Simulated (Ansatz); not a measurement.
**Two-dimensional strain map in LiPb**

These are results of DFT PBEsol, scalar-relativistic, plane waves, PAW (Ansatz), not measurements. Settings: plane waves to 420 eV, k-mesh 14×14×14 (Γ-centred), Gaussian smearing 0.15 eV. Spin–orbit coupling is left out, which can shift energies with elements as heavy as these. No spin polarisation. Energies are free energies at this smearing, counted from the undisturbed cell; pressure is positive in compression.

The undisturbed cell (as given, not relaxed at this level; it stands at -0.3 GPa, and it needn't be the usual structure):

```
CELL_PARAMETERS angstrom
3.52200 0.00000 0.00000
0.00000 3.52200 0.00000
0.00000 0.00000 3.52200
ATOMIC_POSITIONS crystal
Li 0.50000 0.50000 0.50000
Pb 0.00000 0.00000 0.00000
```

The cell is strained by p along both x and y and by q along z, fractional coordinates fixed. Points are written (p, q).

Energy above the undisturbed cell in meV/atom (a dash: not computed):

| p \ q | -0.050 | -0.025 | 0.000 | 0.025 | 0.050 |
| --- | --- | --- | --- | --- | --- |
| -0.050 | 57.8 | 39.5 | ? | 21.3 | 18.0 |
| -0.025 | 24.1 | ? | 5.4 | 4.7 | 7.4 |
| 0.000 | 9.6 | 1.6 | 0.0 | 3.4 | 10.9 |
| 0.025 | 10.1 | ? | 8.5 | 15.4 | 26.0 |
| 0.050 | ? | 22.5 | 28.2 | 38.1 | 51.5 |

Task: Fill in the withheld energies.

Result: (-0.050, 0.000): 28.1; (-0.025, -0.025): 11.6; (0.025, -0.025): 6.4; (0.050, -0.050): 21.4.